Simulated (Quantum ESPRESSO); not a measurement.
# Kohn-Sham bands of MgS (rock salt)

```
MgS
1.0
    0.00000     2.60440     2.60440
    2.60440     0.00000     2.60440
    2.60440     2.60440     0.00000
Mg S
1 1
Direct
  0.00000   0.00000   0.00000
  0.50000   0.50000   0.50000
```

Materials Project entry mp-1315; symmetrised, unrelaxed at this level. COD (Crystallography Open Database) has an entry of this formula and space group (matched by these alone). Level: LDA, no spin polarisation, no spin-orbit coupling; pw.x of Quantum ESPRESSO at 68 Ry with PseudoDojo potentials, 10×10×10 k-points, Wannier90. Density: 10×10×10 mesh, cold smearing 0.01 Ry.

List the Kohn-Sham levels between −8 and 5.6 eV relative to the valence-band maximum at the high-symmetry points, as a band run of pw.x on that density gives them (levels within 2 meV counted together).


```json
[
 {"point": "Γ", "k (reciprocal lattice)": "0.000 0.000 0.000", "levels (eV)": "0.00 (×3), 3.45"},
 {"point": "X", "k (reciprocal lattice)": "0.500 0.000 0.500", "levels (eV)": "-4.22, -1.69 (×2), 2.55, 4.28"},
 {"point": "U", "k (reciprocal lattice)": "0.625 0.250 0.625", "levels (eV)": "-3.72, -3.23, -1.37, 3.71"},
 {"point": "K", "k (reciprocal lattice)": "0.375 0.375 0.750", "levels (eV)": "-3.72, -3.23, -1.37, 3.71"},
 {"point": "L", "k (reciprocal lattice)": "0.500 0.500 0.500", "levels (eV)": "-4.89, -0.58 (×2), 4.37"},
 {"point": "W", "k (reciprocal lattice)": "0.500 0.250 0.750", "levels (eV)": "-3.25 (×2), -2.40, 5.06"}
]
```
